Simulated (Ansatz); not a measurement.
One crystal and one scan (energy against volume) at two levels, PBE (plane waves to 420 eV, PAW, scalar-relativistic; Ansatz, a program for electronic structure) and PBEsol (plane waves to 420 eV, PAW, scalar-relativistic; Ansatz), each from its own relaxed cell and on its own mesh. The cell shown is that of PBE.

CsCl (CsCl type)

```yaml
crystal:
  lattice:
    - [4.20527, 0.00000, 0.00000]
    - [0.00000, 4.20527, 0.00000]
    - [0.00000, 0.00000, 4.20527]
  atoms:
    - { symbol: Cs, position: [0.00000, 0.00000, 0.00000] }
    - { symbol: Cl, position: [0.50000, 0.50000, 0.50000] }
```

Equation-of-state scan: isotropic scaling of the cell above, V₀ being its volume. Symmetry pins the atoms to their sites.

The energy includes the smearing's −TS. CsCl was relaxed with its symmetry unable to fall. Both scans cover V/V₀ from 0.840 to 1.160.

ΔE (meV/atom), each from the relaxed starting cell of its own level:

```json
[
 {"V/V₀": "0.840", "PBE": "61.3", "PBEsol": "withheld"},
 {"V/V₀": "0.867", "PBE": "40.0", "PBEsol": "46.4"},
 {"V/V₀": "0.893", "PBE": "24.1", "PBEsol": "27.9"},
 {"V/V₀": "0.920", "PBE": "12.8", "PBEsol": "14.7"},
 {"V/V₀": "0.947", "PBE": "5.4", "PBEsol": "6.1"},
 {"V/V₀": "0.973", "PBE": "1.3", "PBEsol": "1.4"},
 {"V/V₀": "1.000", "PBE": "0.0", "PBEsol": "0.0"},
 {"V/V₀": "1.027", "PBE": "1.1", "PBEsol": "1.3"},
 {"V/V₀": "1.053", "PBE": "4.2", "PBEsol": "5.0"},
 {"V/V₀": "1.080", "PBE": "9.0", "PBEsol": "10.7"},
 {"V/V₀": "1.107", "PBE": "15.3", "PBEsol": "18.0"},
 {"V/V₀": "1.133", "PBE": "22.8", "PBEsol": "26.6"},
 {"V/V₀": "1.160", "PBE": "31.4", "PBEsol": "36.5"}
]
```

Task: Estimate the PBEsol value at 0.840 from the PBE value there and the ratio of the two levels in the two nearest given rows on that side of the minimum.

Result: At 0.867 and 0.893 the ratio PBEsol/PBE averages 1.159, which gives 1.159 × 61.3 = 71.0 meV/atom. The calculation gives 71.4 meV/atom, +16.5 % against PBE.

(Under strain, the slope of the energy per volume gives the stress and its curvature an elastic modulus.)
